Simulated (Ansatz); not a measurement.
# One run on Cr (Im-3m): exchange couplings and spin waves by the force theorem

Theory: Ansatz 0.2.0, DFT, LDA, PAW with Ansatz's default frozen-core files, scalar-relativistic.

Command: `ansatz run input.yaml --threads 2 --pin off --max-ram 5120MiB --backend cpu --events-out ev --progress --plain --runs-dir out`

```yaml
crystal:
  lattice:
    - [2.9688993551, 0.0, 0.0]
    - [0.0, 2.9688993551, 0.0]
    - [0.0, 0.0, 2.9688993551]
  atoms:
    - { symbol: Cr, position: [0.0, 0.0, 0.0], spin: -1.2 }
    - { symbol: Cr, position: [0.5, 0.5, 0.5], spin: 1.2 }
magnetization:
  spin_polarized: true
kpoints:
  mp_grid: { grid: [12, 12, 12] }
  band_path:
    path:
      - [0.0, 0.0, 0.0]
      - [0.0, 1.0, 0.0]
      - [0.5, 0.5, 0.0]
      - [0.0, 0.0, 0.0]
      - [0.5, 0.5, 0.5]
      - [0.0, 1.0, 0.0]
      - [0.5, 0.5, 0.5]
      - [0.5, 0.5, 0.0]
    npoints: 8
scf:
  occupations: { method: fermi_dirac, width: 0.05 }
  lower_state_search: "off"
hamiltonian:
  xc: lda
  pseudopotentials: { kind: paw }
output:
  eigenvalues: false
  eigenstates:
    nscf_kmesh: { grid: [12, 12, 12] }
    top_band: c21
    exchange_couplings: { magnetic: [{ species: Cr }] }
```

Output:

```
settings of this run that can trade accuracy for cost: output.eigenvalues: false. Do not mix this run's numbers with those of runs without the same settings; the input reference describes each key
Engine: ansatz 0.2.0
Pseudopotentials: kind: paw
Pseudopotential: Cr, paw, valence charge 14, recommended cutoff 420 eV (normal), Cr.paw.azcp
Functional definition: SPW92
  exchange = slater_x
  correlation = pw_c
Crystal: 2 atoms, lattice volume = 26.169 Å³
Basis set: ecut = 420 eV, 485 PW (Γ)
Bands: 20, of which v1, the nominal top of the filled ones, is band 14 counted from 1 (13 counted from 0)
Symmetry: 48 space group operations
Space group: Pm-3m (ITA 221), of the structure as read, at distance tolerance 3.0e-5 Å
Magnetic group: BNS 221.97 (UNI 1599), of the structure as read, at distance tolerance 3.0e-5 Å
k-points: 84 of 1728
Non-local potential: Cr, projectors of the file, l = 0: 3, l = 1: 2, l = 2: 3, l = 3: 1
PAW form: soft (Blöchl's): semilocal exchange-correlation on the pseudo side does not see the compensation charge
PAW frozen core: Cr, regenerated for the run's functional, and the local potential with it (the file was generated under x = pbe(κ = 0.804, μ = 0.2195149727645171), c = pbe(β = 0.06672455060314922))
PAW one-centre angular grid: Cr, 590 points (default); XC on 64 Gauss nodes
Initial density: superposition of atomic densities (chi_scale 0.1, normalization cell)
Starting moments: Σ|m| = 2.4 μB on 2 of 2 sites
Starting magnetic order: antiferromagnet; a translation exchanges its spin sublattices: spin-degenerate at every k-point
Initial wavefunctions: pseudopotential atomic-orbital guess
Functional: x = slater, c = lda
SCF iter   1: F=—  HF=-6649.429900 eV  |F-HF|=—  |Δ(HF+E_count)|=         —  Δρ=1.34e-1 (↑1.34e-1 ↓1.34e-1)  dr2=1.38e1  dr2_m=5.95e-1  M=0.000 μB ∫|m|=1.501 μB  β_m=0.30  ethr=3.10e-3  ⟨swp⟩=3.6  Hψ=5907  notcnv=0
preconditioner: auto → none  [metal: Δε(μ)=0.025 eV  Ē_g=5.221 eV  σ=0.050 eV  W_gap=0.12  n_scr=6 (ndim 8)  ℏωp=25.1 eV  f_vac=0.000  D(μ)=1.03/eV (n_scr^D=6)  sad-step TF]
SCF iter   2: F=—  HF=-6646.565985 eV  |F-HF|=—  |Δ(HF+E_count)|=    2.86e0  Δρ=6.70e-2 (↑6.70e-2 ↓6.70e-2)  dr2=3.70e0  dr2_m=1.47e-1  M=0.000 μB ∫|m|=1.694 μB  β_m=0.30  ethr=3.10e-3  ⟨swp⟩=2.0  Hψ=3820  notcnv=0  defer=50
[...]
SCF iter  13: F=—  HF=-6645.559700 eV  |F-HF|=—  |Δ(HF+E_count)|=   7.70e-4  Δρ=2.87e-4 (↑2.87e-4 ↓2.87e-4)  dr2=1.35e-5  dr2_m=1.53e-5  M=0.000 μB ∫|m|=2.634 μB  β_m=0.68  ethr=4.94e-10  ⟨swp⟩=4.3  Hψ=4773  notcnv=0
[...]
Free energy (F): -6645.559709 eV
Harris-Foulkes:  -6645.559709 eV  (|F-HF|=6.80e-10)
Internal energy: -6645.554724 eV  (E = F + TS)
E sigma→0 (E₀):  -6645.557216 eV
Entropy (-TS):   -0.004985 eV (-2.492 meV/atom)
Fermi energy:    16.411960 eV
--- Per-component energies (eV) ---
  E_band       = -361.085962
  E_kinetic    = 681.229562
  E_local      = -2578.325098  (includes V_loc(G=0)·N_el)
  E_nonlocal   = 165.866043
  E_hartree    = 1101.194444
  E_xc         = -275.766238
  E_vxc        = -353.676473  (∫ρ·V_xc dr)
  E_paw        = -2280.912763  (= ΣΔE_a)
  E_vpaw       = -478.571544  (= ΣTr[D̂ρ^β])
  E_aug_tail   = 0.000581  (compensation charges beyond the density's cutoff)
  E_ewald      = -3459.571505
  E_core_change = 0.730249  (= ΣΔE_core)
  E_smearing   = -0.004985  (= −TS)
  E_closure    = -0.000000  (closes the sum)
  Σ components = -6645.559709   (vs F -6645.559709, Δ=0.00e0)
--- Band table (eV; the first three rows and the last of 168) ---
  k-point 0 ↑: bands = ["-55.1524", "-53.8638", "-26.7953", "-26.7953", "-26.7953", "-25.4795", "-25.4795", "-25.4795", "9.0692", "12.8030", "12.8030", "15.6570", "15.6570", "15.6570", "17.5109", "17.5109", "18.7699", "18.7699", "18.7699", "25.9612"]
  k-point 1 ↑: bands = ["-55.1511", "-53.8638", "-26.8001", "-26.7923", "-26.7923", "-25.4899", "-25.4816", "-25.4816", "9.2064", "12.8708", "12.8715", "15.6476", "15.6476", "15.6983", "17.4244", "17.5441", "18.6018", "18.6018", "18.7200", "25.2542"]
  k-point 2 ↑: bands = ["-55.1477", "-53.8639", "-26.8131", "-26.7842", "-26.7842", "-25.5183", "-25.4873", "-25.4873", "9.6085", "13.0534", "13.0708", "15.6268", "15.6268", "15.8187", "17.1727", "17.6359", "18.1833", "18.1833", "18.5761", "23.7235"]
  k-point 83 ↓: bands = ["-55.1142", "-53.8441", "-26.8451", "-26.8451", "-26.8451", "-25.6127", "-25.6127", "-25.6127", "14.1207", "14.1207", "14.1207", "14.8311", "14.8311", "14.8311", "17.2635", "17.2635", "18.3356", "18.3356", "25.5605", "25.5605"]
settings of this run that can trade accuracy for cost: output.eigenvalues: false. Do not mix this run's numbers with those of runs without the same settings; the input reference describes each key
```

exchange_couplings.tsv:

```
# site	partner	cell_1	cell_2	cell_3	displacement_x_ang	displacement_y_ang	displacement_z_ang	distance_ang	coupling_mev
# format = ansatz-exchange-couplings/3
# nscf_kmesh_grid = 12 12 12
# n_bands = 35
# mesh_fermi_ev = 16.412
# occupation_method = fermi_dirac
# smearing_width_ev = 0.05
# xc_rung = lda
# a1_ang = 2.9689 0 0
# a2_ang = 0 2.9689 0
# a3_ang = 0 0 2.9689
# atom = 0 Cr magnetic 0 0 0 -0.4308 0.75682 0.0021466 1
# atom = 1 Cr magnetic 0.5 0.5 0.5 0.4308 0.75682 0.0021466 1
# moments = constrained
# kernel_scale = 1.0058
# constrained_moments_mub = -1.239 1.239
# turning_moments_mub = -1.2777 1.2777
# field_residual = 0.0061404
# moved_by_upper_bands = 0.0026186
# mean_field_moved_by_upper_bands = 0.00098054
# mean_field_temperature_k = 1574.8
# mean_field_q_frac = 0 0 0
# ordering_temperature_k = 1138.1
# no_stiffness = no_net_moment
# whole_within_ang = 17.813
0	1	-1	-1	-1	-1.4844	-1.4844	-1.4844	2.5711	-33.677
0	1	-1	-1	0	-1.4844	-1.4844	1.4844	2.5711	-33.677
0	1	-1	0	-1	-1.4844	1.4844	-1.4844	2.5711	-33.677
0	1	-1	0	0	-1.4844	1.4844	1.4844	2.5711	-33.677
0	1	0	-1	-1	1.4844	-1.4844	-1.4844	2.5711	-33.677
0	1	0	-1	0	1.4844	-1.4844	1.4844	2.5711	-33.677
0	1	0	0	-1	1.4844	1.4844	-1.4844	2.5711	-33.677
0	1	0	0	0	1.4844	1.4844	1.4844	2.5711	-33.677
1	0	0	0	0	-1.4844	-1.4844	-1.4844	2.5711	-33.677
1	0	0	0	1	-1.4844	-1.4844	1.4844	2.5711	-33.677
1	0	0	1	0	-1.4844	1.4844	-1.4844	2.5711	-33.677
1	0	0	1	1	-1.4844	1.4844	1.4844	2.5711	-33.677
1	0	1	0	0	1.4844	-1.4844	-1.4844	2.5711	-33.677
1	0	1	0	1	1.4844	-1.4844	1.4844	2.5711	-33.677
1	0	1	1	0	1.4844	1.4844	-1.4844	2.5711	-33.677
1	0	1	1	1	1.4844	1.4844	1.4844	2.5711	-33.677
0	0	-1	0	0	-2.9689	0	0	2.9689	-9.1514
0	0	0	-1	0	0	-2.9689	0	2.9689	-9.1514
0	0	0	0	-1	0	0	-2.9689	2.9689	-9.1514
0	0	0	0	1	0	0	2.9689	2.9689	-9.1514
[...]
```

magnon_bands.tsv:

```
# distance_inv_ang	q_1	q_2	q_3	is_on_mesh	least_cost_mev	mode	energy_mev	sense
# format = ansatz-magnon-bands/1
# nscf_kmesh_grid = 12 12 12
# whole_turn_by_bands_mev = 2.1466
# magnetic_atoms = 0 1
# least_rotation_mev = 19.953
# least_rotation_q_frac = 0 0 0.083333
# least_rotation_pattern = 1 0 -0.96593 -0.25882
# least_rotation_in_cell_mev = 1471
# least_rotation_in_cell_q_frac = 0 0 0
# least_rotation_in_cell_pattern = 1 0 1 -4.5732e-18
0	0	0	0	1	0	1	0	1
0	0	0	0	1	0	2	0	-1
0.26454	0	0.125	0	0	40.999	1	362.25	1
0.26454	0	0.125	0	0	40.999	2	362.25	-1
0.52908	0	0.25	0	1	128.27	1	540.81	1
0.52908	0	0.25	0	1	128.27	2	540.81	-1
0.79363	0	0.375	0	0	247.14	1	611.15	1
0.79363	0	0.375	0	0	247.14	2	611.15	-1
1.0582	0	0.5	0	1	396.58	1	620.79	1
1.0582	0	0.5	0	1	396.58	2	620.79	-1
1.3227	0	0.625	0	0	247.14	1	611.15	1
1.3227	0	0.625	0	0	247.14	2	611.15	-1
1.5873	0	0.75	0	1	128.27	1	540.81	1
1.5873	0	0.75	0	1	128.27	2	540.81	-1
1.8518	0	0.875	0	0	40.999	1	362.25	1
1.8518	0	0.875	0	0	40.999	2	362.25	-1
2.1163	0	1	0	1	0	1	0	1
2.1163	0	1	0	1	0	2	0	-1
2.3034	0.0625	0.9375	0	0	21.322	1	269.55	1
2.3034	0.0625	0.9375	0	0	21.322	2	269.55	-1
2.4905	0.125	0.875	0	0	65.748	1	429.98	1
2.4905	0.125	0.875	0	0	65.748	2	429.98	-1
2.6775	0.1875	0.8125	0	0	120.82	1	511.76	1
2.6775	0.1875	0.8125	0	0	120.82	2	511.76	-1
2.8646	0.25	0.75	0	1	185.07	1	552.9	1
2.8646	0.25	0.75	0	1	185.07	2	552.9	-1
3.0516	0.3125	0.6875	0	0	247.07	1	560.95	1
3.0516	0.3125	0.6875	0	0	247.07	2	560.95	-1
3.2387	0.375	0.625	0	0	296.92	1	550.95	1
3.2387	0.375	0.625	0	0	296.92	2	550.95	-1
3.4258	0.4375	0.5625	0	0	330.47	1	539.34	1
3.4258	0.4375	0.5625	0	0	330.47	2	539.34	-1
3.6128	0.5	0.5	0	1	343.64	1	537.93	1
3.6128	0.5	0.5	0	1	343.64	2	537.93	-1
[...]
```

In the table E = −Σ J e_i·e_j over ordered pairs, so positive J favours parallel moments; the file's long notes are left out. Convergence in k wasn't tested.

The log's space group differs from the title's, since the program also counts the typed moments and uses a tighter tolerance.

Site moments (μB): Cr1 -1.23, Cr2 1.23. Cell moment 0.00 μB.

The magnetic group in the log treats spin as a scalar label, without spin–orbit coupling.

The PAW files were made with PBE; the program remakes their cores once for the run's functional and then keeps them frozen. This cell lies far from its zero-pressure volume, so the numbers describe the cell as given rather than the relaxed compound. The Ansatz runs typed with the search for lower states off end where their start leads. None of this fixes the real material's magnetic order: only patterns that fit the cell were computed, without spin fluctuations and on one mesh and smearing, with a functional that can overstate moments.

It took 2.3 min on 2 threads of Arm Neoverse V2 (shared host), peak memory 0.77 GiB.
